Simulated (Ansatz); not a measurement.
Cl (β-Sn type, I4_1/amd) at seven volumes, PBE in the plane-wave PAW code Ansatz, shape and atoms relaxed at each. One row is withheld.

```json
[
 {"V (Å³/atom)": "22.628", "P (GPa)": "2.70"},
 {"V (Å³/atom)": "23.374", "P (GPa)": "?"},
 {"V (Å³/atom)": "24.120", "P (GPa)": "0.72"},
 {"V (Å³/atom)": "24.866", "P (GPa)": "0.00"},
 {"V (Å³/atom)": "25.612", "P (GPa)": "-0.57"},
 {"V (Å³/atom)": "26.358", "P (GPa)": "-1.04"},
 {"V (Å³/atom)": "27.104", "P (GPa)": "-1.42"}
]
```

Q: Fit the shown pressures and predict the withheld one.

A: P = (3/2)B₀(x^(7/2) − x^(5/2))[1 + (3/4)(B′ − 4)(x − 1)] with x = (V₀/V)^(2/3). Least squares on the six rows gives V₀ = 24.871 Å³/atom, B₀ = 21.4 GPa, B′ = 6.10. At V = 23.374, x = 1.0423 and P = 1.60 GPa. The run itself gave 1.61 GPa.

The cell is a constructed one: a structure type filled with these elements; neither database checked (COD, Materials Project) lists it. It is not the usual solid phase (space group No. 64). The cell was relaxed with PBE under the symmetry of its start; its stability against distortions is not shown here. The substance is a gas or liquid at ambient conditions.

Potentials: the later of the program's two PAW sets.
